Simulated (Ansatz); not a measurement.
NbP in space group I4_1md (No. 109; Nb on 4a, P on 4a) under volume change, DFT-LDA in the program Ansatz with PAW potentials, shape and atoms relaxed at each volume.

```csv
V (Å³/atom),E − E(relaxed) (meV/atom),P (GPa)
13.940,94.4,23.77
14.400,39.8,14.61
14.859,9.4,6.75
15.319,0.0,0.00
15.779,8.5,-5.79
16.238,32.4,-10.74
16.698,69.4,-14.97
```

Task: What does a third-order Birch–Murnaghan fit give for V₀, B₀ and B′?

Result: V₀ = 15.32 Å³/atom, B₀ = 208 GPa, B′ = 4.1.

Symmetry was held in the LDA relaxation; of distortions, only those at the zone centre were tested. No spin polarisation was allowed.

Potentials: the earlier of the program's two PAW sets.
